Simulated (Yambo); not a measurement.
CsOH (space group Cmc2_1, No. 36), G0W0@LDA in Yambo with this input:

```
rim_cut
gw0
dyson
el_el_corr
HF_and_locXC
ppa
em1d
RandQpts= 1000000
RandGvec= 1 Ry
EXXRLvcs= 84 Ry
VXCRLvcs= 336 Ry
Chimod= "HARTREE"
% BndsRnXp
 1 | 156 |
%
NGsBlkXp= 7 Ry
% LongDrXp
 1.0 | 1.0 | 1.0 |
%
PPAPntXp= 27.2114 eV
% GbndRnge
 1 | 156 |
%
GTermKind= "BG"
DysSolver= "n"
ExtendOut
```

On a 4×4×2 mesh, with wavefunctions cut at 84 Ry, the gap (Γ → Γ) is 5.789 eV and the valence edge shifts by -1.195 eV.

Question: What happens with this change: 4 Ry block?

Answer: The gap falls by 0.056 eV, to 5.733 eV; the shift of the valence edge becomes -1.191 eV. Neither run is shown to be the converged limit.

Geometry of the Materials Project entry, not relaxed at this level; primitive cell a = b = 6.0878 Å, c = 4.5043 Å, α = β = 90.00°, γ = 138.41°.

The structure is a Materials Project entry; no match was found in the copy of COD used, and its stability was not checked.

A shift is the quasiparticle energy of the state minus its LDA energy.
